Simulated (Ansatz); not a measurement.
The start is a generated trial cell of Fe in the AFLOW prototype A_tI2_139_a (A_a). The cell and all atomic positions are relaxed at zero pressure with r2SCAN (plane waves to 500 eV, PAW, scalar-relativistic; Ansatz, an electronic-structure program). The first steps use a coarse 16×16×16 k-mesh.

Starting cell:
```
CELL_PARAMETERS angstrom
     -1.53096     1.53096     1.26075
      1.53096    -1.53096     1.26075
      1.53096     1.53096    -1.26075
ATOMIC_POSITIONS crystal
  Fe 0.00000 0.00000 0.00000
```
Spin-polarised start, with parallel moments on Fe.

Question: What symmetry does the relaxed structure have?

Answer: The space group goes from I4/mmm (No. 139) to Im-3m (No. 229); the end is bcc (W type), with 1 atom in the primitive magnetic cell.

Question: By how much does the energy per atom fall from start to end?

Answer: 0.08 eV/atom.

Question: How does the volume change?

Answer: -0.5 %, from 11.82 to 11.76 Å³/atom.

Question: How do the shortest distances between atoms change?

Answer: The closest pairs of elements (up to four, under 3.6 Å), start → end: Fe–Fe 2.51 → 2.48 Å.

Question: What magnetic moments remain?

Answer: Net 2.64 μB/atom, ferromagnetic.

Question: Give the final cell and atomic positions.

Answer: 
```cif
data_Fe2
_chemical_formula_sum 'Fe2'
_space_group_name_H-M_alt 'Im-3m'
_space_group_IT_number 229
_space_group_name_Hall '-I 4 2 3'
_cell_length_a 2.86495
_cell_length_b 2.86495
_cell_length_c 2.86495
_cell_angle_alpha 90.000
_cell_angle_beta 90.000
_cell_angle_gamma 90.000
loop_
_atom_site_label
_atom_site_type_symbol
_atom_site_symmetry_multiplicity
_atom_site_Wyckoff_symbol
_atom_site_fract_x
_atom_site_fract_y
_atom_site_fract_z
_atom_site_occupancy
Fe1 Fe 2 a 0.00000 0.00000 0.00000 1
```
(The calculation used a cell of 1 atom; values per cell refer to that cell.)

Final values are on a 23×23×23 k-mesh of the relaxed cell. Spin state reached: ferromagnetic (net 2.64 μB/atom), from parallel starting moments; other spin orders were not run from this start. r2SCAN tends to overstate moments in metals.

The run could not lose the symmetry of its start; a randomly shaken copy of 2 atoms returns to this structure.
